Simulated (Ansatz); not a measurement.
P:
```cif
data_P8
_chemical_formula_sum 'P8'
_space_group_name_H-M_alt 'Fd-3m :1'
_space_group_IT_number 227
_space_group_name_Hall 'F 4d 2 3 -1d'
_cell_length_a 5.38062
_cell_length_b 5.38062
_cell_length_c 5.38062
_cell_angle_alpha 90.000
_cell_angle_beta 90.000
_cell_angle_gamma 90.000
loop_
_atom_site_label
_atom_site_type_symbol
_atom_site_symmetry_multiplicity
_atom_site_Wyckoff_symbol
_atom_site_fract_x
_atom_site_fract_y
_atom_site_fract_z
_atom_site_occupancy
P1 P 8 b 0.50000 0.50000 0.50000 1
```
(The calculation used a cell of 2 atoms; values per cell refer to that cell.)

This is the PBEsol-relaxed structure.

### Question
All from plane-wave PAW PBEsol (Ansatz code), unless another level is named. Predict the electronic character.

### Answer
metallic (no gap).

### Question
Predict the density of states at the Fermi level.

### Answer
0.54 states/eV per atom (mean over ±0.08 eV).

The start of the workflow was typed in or built on a structure type; neither database checked (COD, Materials Project) lists it. It is not the phase usual at ambient conditions (space group No. 64). The PBEsol relaxation kept the symmetry of its start. At this level the phase is mechanically unstable.

Potentials: the later of the program's two PAW sets.
